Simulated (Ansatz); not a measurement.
# Deforming CuPd

```
CELL_PARAMETERS angstrom
2.98800 0.00000 0.00000
0.00000 2.98800 0.00000
0.00000 0.00000 2.98800
ATOMIC_POSITIONS crystal
Cu 0.00000 0.00000 0.00000
Pd 0.50000 0.50000 0.50000
```

Atoms are numbered in the order listed.

The conventional cell has a = 2.988 Å, b = 2.988 Å, c = 2.988 Å, α = 90.00°, β = 90.00°, γ = 90.00°. Cu (atom 1) is surrounded by 8 Pd at 2.59 Å. Pd (atom 2) is surrounded by 8 Cu at 2.59 Å.

The geometry is COD entry 9008813, unchecked; take it as a test cell.

Spin polarisation is left out, and whether a magnetic state lies lower isn't shown here.

Level of theory: Ansatz 0.2.0, DFT, PBEsol, all-electron PAW with datasets made for the crystal, scalar-relativistic.

Settings: a Γ-centred 14×14×14 k mesh, Fermi–Dirac smearing of 0.05 eV, cutoff 300 eV (chosen by the program for this cell), no spin polarisation.

The unchanged cell is at -4.60 GPa.

In a metal, stresses and small energies carry noise from the k mesh.

x, y and z are the Cartesian axes of the cell as listed; fractional coordinates follow a strain, and an engineering shear is twice the off-diagonal strain component.

Task: One change gave: energy change +4 meV/atom; stress change (xx, yy, zz, yz, xz, xy) 0.20, 0.20, 0.20, -1.73, -1.73, -1.73 GPa, compression positive. Which change was it?
A. equal xy, yz and zx engineering shear strains of +1 %
B. equal xy, yz and zx engineering shear strains of +2 %
C. equal xy, yz and zx engineering shear strains of -2 %
D. equal xy, yz and zx engineering shear strains of -1 %

Result: B. For equal xy, yz and zx engineering shear strains of -2 %: energy change +5 meV/atom; stress change (xx, yy, zz, yz, xz, xy) 0.22, 0.22, 0.22, 2.08, 2.08, 2.08 GPa, compression positive. For equal xy, yz and zx engineering shear strains of -1 %: energy change +1 meV/atom; stress change (xx, yy, zz, yz, xz, xy) 0.05, 0.05, 0.05, 0.98, 0.98, 0.98 GPa, compression positive. For equal xy, yz and zx engineering shear strains of +1 %: energy change +1 meV/atom; stress change (xx, yy, zz, yz, xz, xy) 0.05, 0.05, 0.05, -0.90, -0.90, -0.90 GPa, compression positive.
